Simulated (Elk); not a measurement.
An Elk run on MnHg with settings drawn from a wide range, so not all are converged; totals and levels move with the basis, and no second program has checked them. Method: DFT, AM05, all-electron APW+lo, Dirac cores, scalar-relativistic bands (Elk 11.2.3 with local patches). Elk's input is in atomic units.

Command: `OMP_NUM_THREADS=1 elk`

```
tasks
  0
  110
  115
  15
  10
  21

xctype
  30

rgkmax
  7.5

gmaxvr
  18

lmaxapw
  8

lmaxo
  6

lmaxi
  4

nrmtscf
  2.5

nempty
  12

epspot
  1e-06

epsengy
  0.0001

maxscl
  60

swidth
  0.004

stype
  3

lradstp
  4

mixtype
  3

hmaxvr
  6

reducebf
  0.5

spinpol
  .true.

tforce
  .true.

autolinengy
  .true.

sppath
  './'

avec
  6.17977710147 0.00000000000 0.00000000000
  0.00000000000 6.17977710147 0.00000000000
  0.00000000000 0.00000000000 6.17977710147

atoms
  2
  'Mn.in'
  1
  0.500000000000 0.500000000000 0.500000000000   0.000 0.000 -0.200
  'Hg.in'
  1
  0.000000000000 0.000000000000 0.000000000000   0.000 0.000 0.000

ngridk
  5 5 5

wplot
  120 100 1
  -0.55 0.3

plot1d
  8 30
  0.0000000000 0.0000000000 0.0000000000
  0.0000000000 0.5000000000 0.0000000000
  0.5000000000 0.5000000000 0.0000000000
  0.0000000000 0.0000000000 0.0000000000
  0.5000000000 0.5000000000 0.5000000000
  0.0000000000 0.5000000000 0.0000000000
  0.5000000000 0.5000000000 0.5000000000
  0.5000000000 0.5000000000 0.0000000000
```

Muffin-tin radii in the species files: Hg 2.42, Mn 2.08 bohr.

The cell comes from COD entry 1522376, which wasn't checked; take it as a given geometry. The listed cell was then made from it by scaling, straining or moving an atom.

Problem. What does the run give?

Solution. It refused before any iteration.
```
Error(init0): requested spin-polarised run with spin-unpolarised
 exchange-correlation functional
```
